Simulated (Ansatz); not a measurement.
What moves the field gradients of HfO2 with phosphorus replacing Hf: positions, functional or spin?

Cell of run 1: a supercell of HfO2 (fluorite type, Fm-3m) built from an entry of the Crystallography Open Database (COD), with all atoms left at the host's positions.

Space group Fm-3m (No. 225); a = 10.2300 Å.

| site | Wyckoff | site symmetry | x | y | z |
| --- | --- | --- | --- | --- | --- |
| P | 4a | m-3m | 0.0000 | 0.0000 | 0.0000 |
| Hf2 | 24d | m.mm | 0.2500 | 0.2500 | 0.0000 |
| Hf8 | 4b | m-3m | 0.5000 | 0.5000 | 0.5000 |
| O9 | 32f | .3m | 0.1250 | 0.1250 | 0.1250 |
| O12 | 32f | .3m | 0.6250 | 0.3750 | 0.3750 |

One atom of each set is listed; the run and its k-mesh use a cell of 24 atoms with edges of 7.23, 7.23, 7.23 Å.

Relaxed positions (PBE, cell held):

P (0.0000, 0.0000, 0.0000)
Hf2 (0.2500, 0.2500, 0.0000)
Hf8 (0.5000, 0.5000, 0.5000)
O9 (0.1228, 0.1228, 0.1228)
O12 (0.6256, 0.3744, 0.3744)

All runs are DFT with Ansatz 0.2.0 (plane waves and PAW, scalar-relativistic unless spin–orbit coupling is named, Γ-centred meshes, Fermi–Dirac smearing where given) in this cell. Start moments of run 1 as typed (μB): 1 on each P, none on the rest.

Run 1: PBE, with a start moment, atoms at the host's positions; 420 eV, 3×3×3 k-points, smearing 0.01 eV.
Run 2: PBE, with a start moment, atoms relaxed; 420 eV, 3×3×3 k-points, smearing 0.01 eV.
Run 3: r2SCAN, with a start moment, at the relaxed atoms; 500 eV, 3×3×3 k-points, smearing 0.01 eV.

```json
{"run": "1", "Hf2 V_zz (η)": "-3.28 (0.20)", "O9 V_zz (η)": "5.63 (0.00)", "O12 V_zz (η)": "0.92 (0.00)", "absolute moment (μB)": "0.6"}
{"run": "2", "Hf2 V_zz (η)": "?", "O9 V_zz (η)": "?", "O12 V_zz (η)": "?", "absolute moment (μB)": "?"}
{"run": "3", "Hf2 V_zz (η)": "-3.02 (0.76)", "O9 V_zz (η)": "5.87 (0.00)", "O12 V_zz (η)": "0.97 (0.00)", "absolute moment (μB)": "1.0"}
```

V_zz in 10²¹ V/m²; 3 of the 5 sets of like atoms are followed.

Question: Estimate the row of run 2.

Answer: Hf2: -3.26 (0.56); O9: 5.63 (0.00); O12: 1.01 (0.00); absolute moment (μB): 0.5. It lies nearest to run 3, from whose tensors on these sites it differs by 0.35 at most (largest principal value of the difference, on Hf2). Taken one at a time, the positions of the atoms (as given or relaxed) move the tensors on these sites by up to 1.26 (largest principal value of the change, on Hf2), the functional (r2SCAN with its higher cutoff) by 0.35 (Hf2). On Hf2 V_xx and V_yy change places between runs (or their axes turn by over 50°), so η hides a larger change. The absolute moment differs between the runs, so they don't all stand in one spin state. The defect's own atom has next to no gradient in any run.

The defect repeats with the cell of 24 atoms, so it feels its images: sites between two images don't show the values beside a lone defect, and zeros or small values of η there can come from the images' arrangement. This high-symmetry form of HfO2 is unstable when cold, to shifts of the oxygen columns, towards the tetragonal form. The symmetry of the cell holds that distortion back, wholly or in part, and it would change the field gradients, the more the larger the distortion. Without spin–orbit coupling the gradients at and beside Hf can be off by some per cent, at some sites by more. The relaxation keeps the site symmetry m-3m of the start, so the impurity can't leave its site; a distortion that would localise the partly filled state isn't explored. In run 3 the program didn't check the stability of the electronic state in full, so a lower one may lie near. In run 1 the atoms aren't at the calculated equilibrium (largest force 0.44 eV/Å). The cell keeps the host's lattice, at a calculated pressure of -5, -6, -12 GPa in runs 1, 2, 3. In runs 1, 2, 3 the defect cell has no gap above 0.1 eV, so the values hang on the smearing and the k-mesh. The run lost most of its start moments on P; a state with other moments may lie lower.
